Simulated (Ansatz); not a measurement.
**Ba2SnSe4, one structure, two calculations**

Cell: a Materials Project structure (computed, not necessarily an observed phase), taken as it stands.

```
Ba Sn Se
1.0
     8.64735    0.00000    0.00000
     0.00000    9.40762    0.00000
    -5.14264    0.00000   11.47916
Ba Sn Se
8 4 16
Direct
  0.90592 0.88471 0.15653
  0.09408 0.38471 0.34347
  0.09408 0.11529 0.84347
  0.90592 0.61529 0.65653
  0.53438 0.84810 0.34042
  0.46562 0.34810 0.15958
  0.46562 0.15190 0.65958
  0.53438 0.65190 0.84042
  0.19523 0.81351 0.50655
  0.80477 0.31351 0.99345
  0.80477 0.18649 0.49345
  0.19523 0.68649 0.00655
  0.23938 0.88191 0.71176
  0.76062 0.38191 0.78824
  0.76062 0.11809 0.28824
  0.23938 0.61809 0.21176
  0.23696 0.02005 0.39058
  0.76304 0.52005 0.10942
  0.76304 0.97995 0.60942
  0.23696 0.47995 0.89058
  0.91101 0.69107 0.39398
  0.08899 0.19107 0.10602
  0.08899 0.30893 0.60602
  0.91101 0.80893 0.89398
  0.42253 0.63021 0.54162
  0.57747 0.13021 0.95838
  0.57747 0.36979 0.45838
  0.42253 0.86979 0.04162
```

Atom numbers follow the list; atoms alike are taken as one site, whose name carries the number of the first.

First run. Level of theory: DFT, PBE, plane waves and PAW, scalar-relativistic, 420 eV cutoff, Γ-centred 4×3×3 k-points, Fermi–Dirac smearing 0.02 eV (Ansatz 0.2.0).

```json
{"site": "Ba1", "atom": "1", "V_zz (10²¹ V/m²)": "5.56", "η": "0.67"}
{"site": "Ba5", "atom": "5", "V_zz (10²¹ V/m²)": "7.84", "η": "0.69"}
{"site": "Sn", "atom": "9", "V_zz (10²¹ V/m²)": "-3.35", "η": "0.41"}
{"site": "Se13", "atom": "13", "V_zz (10²¹ V/m²)": "28.8", "η": "0.34"}
{"site": "Se17", "atom": "17", "V_zz (10²¹ V/m²)": "31.4", "η": "0.20"}
{"site": "Se21", "atom": "21", "V_zz (10²¹ V/m²)": "29.7", "η": "0.11"}
{"site": "Se25", "atom": "25", "V_zz (10²¹ V/m²)": "30.7", "η": "0.07"}
```

Second run. The same atoms and settings, except that the cutoff is 550 eV.

(1) What does the second run give?

Answers

(1) 

| site | atom | V_zz | η | change of V_zz |
| --- | --- | --- | --- | --- |
| Ba1 | 1 | 5.56 | 0.67 | 0.00 |
| Ba5 | 5 | 7.84 | 0.69 | 0.00 |
| Sn | 9 | -3.35 | 0.41 | 0.00 |
| Se13 | 13 | 28.8 | 0.34 | -0.01 |
| Se17 | 17 | 31.4 | 0.20 | 0.00 |
| Se21 | 21 | 29.7 | 0.11 | 0.00 |
| Se25 | 25 | 30.7 | 0.07 | -0.01 |

No V_zz moves by more than 0.01. Isomer shifts (Sn against SnO₂, from the density at the nucleus and a line fitted to measured compounds for each functional; the lines scatter by about 0.1 mm/s, so smaller changes between functionals mean little): Sn 1.52 → 1.52 mm/s.

The largest force is 0.3 eV/Å, so the atoms aren't at the calculated equilibrium and relaxing them would move these values. Without spin–orbit coupling (the program notes it for Ba and Sn) the gradients are little affected as a rule: paired runs on crystals with a gap mostly move them by under 2 % at such atoms.
